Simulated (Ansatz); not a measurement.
The elements of this relaxed trial crystal are hidden behind letters.

```
lattice vectors (Å)
  -2.3945    2.3945    4.4769
   2.3945   -2.3945    4.4769
   2.3945    2.3945   -4.4769
fractional positions
X 0.7500 0.2500 0.5000
X 0.2500 0.7500 0.5000
X 0.5000 0.5000 0.0000
Z 0.0000 0.0000 0.0000
```

Method: DFT PBE, scalar-relativistic, plane waves, PAW in Ansatz. The final run on the 4-atom cell used 420 eV, a Γ-centred 14×14×14 mesh, 0.10 eV smearing and no spin polarisation.

| Quantity | Value |
| --- | --- |
| Space group | I4/mmm (No. 139) |
| Conventional cell | a = 4.789 Å, c = 8.954 Å |
| Volume per atom | 25.67 Å³ |
| Density | 6.78 g/cm³ |
| Energy over the elements | +0.08 eV/atom |
| Gap on the 14×14×14 mesh of the 4-atom cell | 0 eV (a metal) |

Energies are uncorrected and count from the elements' standard states at the same level.

Problem. X is a p-block element of period 5 and Z is a p-block element of period 4. Which elements are they?

Solution. X = In, Z = As, so the formula is In3As, here in the TiAl3 (D0_22) type. Density times volume gives a mean mass of 6.78 × 25.67/1.6605 = 104.8 u per atom, and this set has 104.8 u. Among the elements that the hints allow, noble gases aside, only these give it. Around In on a site of symmetry -4m2 lie 4 As at 3.28 Å and 8 In at 3.28–3.39 Å; around In on a site of symmetry 4/mmm lie 8 In at 3.28 Å and 4 As at 3.39 Å; As is surrounded by 12 In at 3.28–3.39 Å.

Symmetry constrained the relaxation, so the result can be a saddle point.
